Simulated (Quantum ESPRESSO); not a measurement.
# Al3ZnO5F: one run as intended and one with a planted mistake

Computed values, not a measurement. The program is pw.x of Quantum ESPRESSO 7.5 (plane-wave density functional theory). The cell is made up: 10 atoms on a corundum lattice, with randomly drawn elements, strain and displacements, not relaxed. PseudoDojo standard norm-conserving files (v0.5 for PBE, v0.4.1 for LDA and PBEsol) set the functional; there is no spin polarisation, spin-orbit coupling or dispersion term, and the masses in the input are unused placeholders.

Intended input:

```
&control calculation='scf', pseudo_dir='./dojo.nc.sr.pbe.v0_5.standard.upf', outdir='./o', disk_io='low', tprnfor=.true., tstress=.true. /
&system ibrav=0, nat=10, ntyp=4, nbnd=39, ecutwfc=84.00895049, nosym=.true., tot_charge=0,
 occupations='smearing', smearing='fd', degauss=0.0018374661
/
&electrons conv_thr=7.350e-09, electron_maxstep=60, /
ATOMIC_SPECIES
Al 1.0 Al.upf
F 1.0 F.upf
O 1.0 O.upf
Zn 1.0 Zn.upf
CELL_PARAMETERS angstrom
2.4703 1.4263 4.4922
-2.4703 1.4263 4.4922
0.0 -2.8525 4.4922
ATOMIC_POSITIONS angstrom
Al -0.2239 0.0881 4.6025
Al -0.1043 -0.1514 2.0018
Zn 0.0279 -0.1143 8.8551
Al -0.0692 0.0292 11.4453
O -0.8331 1.4374 7.9269
O -0.6407 -1.5432 7.8054
O 1.7154 -0.002 7.8441
O 0.8703 -1.3788 5.695
O 0.8312 1.5429 5.6253
F -1.6803 -0.1705 5.7157
K_POINTS automatic
5 5 5 1 1 1
```

The log is shortened where brackets say so; the opening notice, blank lines, dates and the lines on written files are dropped, and the path of the files is cut. It prints rydbergs, bohrs and kilobars, and counts compression as positive stress. Where no state is partly filled, the Fermi energy that it prints is only some level between the filled and the empty states on the mesh, and need not lie in the true gap.

Log of the intended run:

```
     Program PWSCF v.7.5
     Parallel version (MPI & OpenMP), running on       4 processor cores
     Number of MPI processes:                 4
     Threads/MPI process:                     1
     [start-up lines left out]
     bravais-lattice index     =            0
     lattice parameter (alat)  =      10.0559  a.u.
     unit-cell volume          =     640.8514 (a.u.)^3
     number of atoms/cell      =           10
     number of atomic types    =            4
     number of electrons       =        66.00
     number of Kohn-Sham states=           39
     kinetic-energy cutoff     =      84.0090  Ry
     charge density cutoff     =     336.0358  Ry
     scf convergence threshold =      7.3E-09
     mixing beta               =       0.7000
     number of iterations used =            8  plain     mixing
     Exchange-correlation= PBE
                           (   1   4   3   4   0   0   0)
     [axes and pseudopotential details left out]
   Cartesian axes
     site n.     atom                  positions (alat units)
         1        Al     tau(   1) = (  -0.0420759   0.0165560   0.8649150  )
         2        Al     tau(   2) = (  -0.0196004  -0.0284515   0.3761840  )
         3        Zn     tau(   3) = (   0.0052430  -0.0214796   1.6640758  )
         4        Al     tau(   4) = (  -0.0130043   0.0054873   2.1508336  )
         5        O      tau(   5) = (  -0.1565585   0.2701203   1.4896458  )
         6        O      tau(   6) = (  -0.1204022  -0.2900026   1.4668132  )
         7        O      tau(   7) = (   0.3223629  -0.0003758   1.4740858  )
         8        O      tau(   8) = (   0.1635493  -0.2591081   1.0702208  )
         9        O      tau(   9) = (   0.1562015   0.2899462   1.0571225  )
        10        F      tau(  10) = (  -0.3157668  -0.0320408   1.0741108  )
     number of k points=    63  Fermi-Dirac smearing, width (Ry)=  0.0018
                       cart. coord. in units 2pi/alat
        k(    1) = (   0.0000000   0.0000000   0.1184571), wk =   0.0320000
        k(    2) = (   0.0000000  -0.2487301   0.1974304), wk =   0.0320000
     [further k points left out]
     Dense  grid:    66673 G-vectors     FFT dimensions: (  60,  60,  60)
     Estimated max dynamical RAM per process >     178.12 MB
     Estimated total dynamical RAM >     663.66 MB
     Initial potential from superposition of free atoms
     starting charge      65.9925, renormalised to      66.0000
     Starting wfcs are   46 randomized atomic wfcs
     total cpu time spent up to now is        2.7 secs
     per-process dynamical memory:   142.3 Mb
     Self-consistent Calculation
     iteration #  1     ecut=    84.01 Ry     beta= 0.70
     Davidson diagonalization with overlap
     ethr =  1.00E-02,  avg # of iterations =  3.0
     total cpu time spent up to now is        7.3 secs
     total energy              =    -646.44811369 Ry
     estimated scf accuracy    <       2.14688917 Ry
     iteration #  2     ecut=    84.01 Ry     beta= 0.70
     Davidson diagonalization with overlap
     ethr =  3.25E-03,  avg # of iterations =  2.3
     total cpu time spent up to now is       11.8 secs
     total energy              =    -647.01327652 Ry
     estimated scf accuracy    <       2.01523923 Ry
     [iterations 3 to 10 left out]
     iteration # 11     ecut=    84.01 Ry     beta= 0.70
     Davidson diagonalization with overlap
     ethr =  3.91E-11,  avg # of iterations =  3.2
     total cpu time spent up to now is       51.7 secs
     total energy              =    -647.39589224 Ry
     estimated scf accuracy    <          9.3E-09 Ry
     iteration # 12     ecut=    84.01 Ry     beta= 0.70
     Davidson diagonalization with overlap
     ethr =  1.42E-11,  avg # of iterations =  2.0
     total cpu time spent up to now is       55.6 secs
     End of self-consistent calculation
     [lines on levels left out]
     the Fermi energy is    10.1061 ev
!    total energy              =    -647.39589224 Ry
     estimated scf accuracy    <          2.2E-09 Ry
     smearing contrib. (-TS)   =       0.00000000 Ry
     internal energy E=F+TS    =    -647.39589224 Ry
     The total energy is F=E-TS. E is the sum of the following terms:
     one-electron contribution =    -445.89578338 Ry
     hartree contribution      =     261.14916973 Ry
     xc contribution           =    -105.27016915 Ry
     ewald contribution        =    -357.37910943 Ry
     convergence has been achieved in  12 iterations
     Forces acting on atoms (cartesian axes, Ry/au):
     atom    1 type  1   force =     0.19067761   -0.04857579   -0.01090032
     atom    2 type  1   force =     0.01363653    0.14582678    0.06077963
     atom    3 type  4   force =    -0.07442692    0.02638195   -0.11028230
     atom    4 type  1   force =    -0.03797937   -0.14461633    0.08462130
     atom    5 type  3   force =    -0.05525426    0.02669716   -0.03970562
     atom    6 type  3   force =    -0.11350798   -0.10176857   -0.02418872
     atom    7 type  3   force =     0.09106891    0.10225790   -0.02751356
     atom    8 type  3   force =    -0.00242770   -0.02984008    0.00397780
     atom    9 type  3   force =    -0.03877546   -0.04844073    0.04052730
     atom   10 type  2   force =     0.02698863    0.07207770    0.02268449
     Total force =     0.416431     Total SCF correction =     0.000085
     Computing stress (Cartesian axis) and pressure
          total   stress  (Ry/bohr**3)                   (kbar)     P=       16.07
  -0.00038751   0.00008464  -0.00039143          -57.00       12.45      -57.58
   0.00008464   0.00022692   0.00028382           12.45       33.38       41.75
  -0.00039143   0.00028382   0.00048836          -57.58       41.75       71.84
     init_run     :      2.55s CPU      2.63s WALL (       1 calls)
     electrons    :     52.65s CPU     52.91s WALL (       1 calls)
     forces       :      0.77s CPU      0.77s WALL (       1 calls)
     stress       :      2.53s CPU      2.53s WALL (       1 calls)
     [timing details left out]
     PWSCF        :     58.59s CPU     58.95s WALL
     JOB DONE.
```

A second run has one planted mistake: the smearing is too wide. The input lines that differ, file-writing options aside:

```
- &system ibrav=0, nat=10, ntyp=4, nbnd=39, ecutwfc=84.00895049, nosym=.true., tot_charge=0,
+ &system ibrav=0, nat=10, ntyp=4, nbnd=57, ecutwfc=84.00895049, nosym=.true., tot_charge=0,
-  occupations='smearing', smearing='fd', degauss=0.0018374661
+  occupations='smearing', smearing='fd', degauss=0.0426292137
```

Its log:

```
     Program PWSCF v.7.5
     Parallel version (MPI & OpenMP), running on       4 processor cores
     Number of MPI processes:                 4
     Threads/MPI process:                     1
     [start-up lines left out]
     bravais-lattice index     =            0
     lattice parameter (alat)  =      10.0559  a.u.
     unit-cell volume          =     640.8514 (a.u.)^3
     number of atoms/cell      =           10
     number of atomic types    =            4
     number of electrons       =        66.00
     number of Kohn-Sham states=           57
     kinetic-energy cutoff     =      84.0090  Ry
     charge density cutoff     =     336.0358  Ry
     scf convergence threshold =      7.3E-09
     mixing beta               =       0.7000
     number of iterations used =            8  plain     mixing
     Exchange-correlation= PBE
                           (   1   4   3   4   0   0   0)
     [axes and pseudopotential details left out]
   Cartesian axes
     site n.     atom                  positions (alat units)
         1        Al     tau(   1) = (  -0.0420759   0.0165560   0.8649150  )
         2        Al     tau(   2) = (  -0.0196004  -0.0284515   0.3761840  )
         3        Zn     tau(   3) = (   0.0052430  -0.0214796   1.6640758  )
         4        Al     tau(   4) = (  -0.0130043   0.0054873   2.1508336  )
         5        O      tau(   5) = (  -0.1565585   0.2701203   1.4896458  )
         6        O      tau(   6) = (  -0.1204022  -0.2900026   1.4668132  )
         7        O      tau(   7) = (   0.3223629  -0.0003758   1.4740858  )
         8        O      tau(   8) = (   0.1635493  -0.2591081   1.0702208  )
         9        O      tau(   9) = (   0.1562015   0.2899462   1.0571225  )
        10        F      tau(  10) = (  -0.3157668  -0.0320408   1.0741108  )
     number of k points=    63  Fermi-Dirac smearing, width (Ry)=  0.0426
                       cart. coord. in units 2pi/alat
        k(    1) = (   0.0000000   0.0000000   0.1184571), wk =   0.0320000
        k(    2) = (   0.0000000  -0.2487301   0.1974304), wk =   0.0320000
     [further k points left out]
     Dense  grid:    66673 G-vectors     FFT dimensions: (  60,  60,  60)
     Estimated max dynamical RAM per process >     226.54 MB
     Estimated total dynamical RAM >     857.34 MB
     Initial potential from superposition of free atoms
     starting charge      65.9925, renormalised to      66.0000
     Starting wfcs are   46 randomized atomic wfcs +   11 random wfcs
     total cpu time spent up to now is        3.0 secs
     per-process dynamical memory:   182.3 Mb
     Self-consistent Calculation
     iteration #  1     ecut=    84.01 Ry     beta= 0.70
     Davidson diagonalization with overlap
     ethr =  1.00E-02,  avg # of iterations =  7.2
     total cpu time spent up to now is       11.3 secs
     total energy              =    -646.50106034 Ry
     estimated scf accuracy    <       2.08002510 Ry
     iteration #  2     ecut=    84.01 Ry     beta= 0.70
     Davidson diagonalization with overlap
     ethr =  3.15E-03,  avg # of iterations =  2.0
     total cpu time spent up to now is       17.1 secs
     total energy              =    -646.95813062 Ry
     estimated scf accuracy    <       2.12130561 Ry
     [iterations 3 to 9 left out]
     iteration # 10     ecut=    84.01 Ry     beta= 0.70
     Davidson diagonalization with overlap
     ethr =  5.06E-10,  avg # of iterations =  2.0
     total cpu time spent up to now is       61.9 secs
     total energy              =    -647.40041479 Ry
     estimated scf accuracy    <       0.00000005 Ry
     iteration # 11     ecut=    84.01 Ry     beta= 0.70
     Davidson diagonalization with overlap
     ethr =  7.35E-11,  avg # of iterations =  2.0
     total cpu time spent up to now is       67.0 secs
     End of self-consistent calculation
     [lines on levels left out]
     the Fermi energy is    11.0382 ev
!    total energy              =    -647.40041480 Ry
     estimated scf accuracy    <          5.4E-09 Ry
     smearing contrib. (-TS)   =      -0.02188834 Ry
     internal energy E=F+TS    =    -647.37852646 Ry
     The total energy is F=E-TS. E is the sum of the following terms:
     one-electron contribution =    -445.79785823 Ry
     hartree contribution      =     261.05874025 Ry
     xc contribution           =    -105.26029904 Ry
     ewald contribution        =    -357.37910943 Ry
     convergence has been achieved in  11 iterations
     Forces acting on atoms (cartesian axes, Ry/au):
     atom    1 type  1   force =     0.18831206   -0.04789112   -0.00919056
     atom    2 type  1   force =     0.01343567    0.14426668    0.05850750
     atom    3 type  4   force =    -0.07365489    0.02639375   -0.10903323
     atom    4 type  1   force =    -0.03667508   -0.14309008    0.08302278
     atom    5 type  3   force =    -0.05456607    0.02626970   -0.03879515
     atom    6 type  3   force =    -0.11200337   -0.10028075   -0.02531423
     atom    7 type  3   force =     0.08966108    0.10128492   -0.02666924
     atom    8 type  3   force =    -0.00202135   -0.02900973    0.00378197
     atom    9 type  3   force =    -0.03872869   -0.04794710    0.04028076
     atom   10 type  2   force =     0.02624064    0.07000372    0.02340940
     Total force =     0.410878     Total SCF correction =     0.000201
     Computing stress (Cartesian axis) and pressure
          total   stress  (Ry/bohr**3)                   (kbar)     P=       23.07
  -0.00033700   0.00008796  -0.00038707          -49.57       12.94      -56.94
   0.00008796   0.00027457   0.00027903           12.94       40.39       41.05
  -0.00038707   0.00027903   0.00053280          -56.94       41.05       78.38
     init_run     :      2.84s CPU      2.93s WALL (       1 calls)
     electrons    :     63.83s CPU     64.05s WALL (       1 calls)
     forces       :      0.99s CPU      0.99s WALL (       1 calls)
     stress       :      3.20s CPU      3.21s WALL (       1 calls)
     [timing details left out]
     PWSCF        :   1m10.94s CPU   1m11.29s WALL
     JOB DONE.
```

```
                                            intended run  run with the mistake
                          free energy (eV)     -8808.270             -8808.331
                    smearing term -TS (eV)        0.0000               -0.2978
                            pressure (GPa)          1.61                  2.31
            largest force component (eV/Å)         4.903                 4.842
largest change of a force component (eV/Å)                               0.061
                                iterations            12                    11
```

For scale, a rerun of the intended cell at a cutoff of 1437 eV and k mesh 7 x 7 x 7 moved values by no more than 0.003 eV in energy, 0.03 GPa in stress and 0.002 eV/Å in force. The number of bands, nbnd, was set by rule from the electron count and the smearing, so it follows the mistake.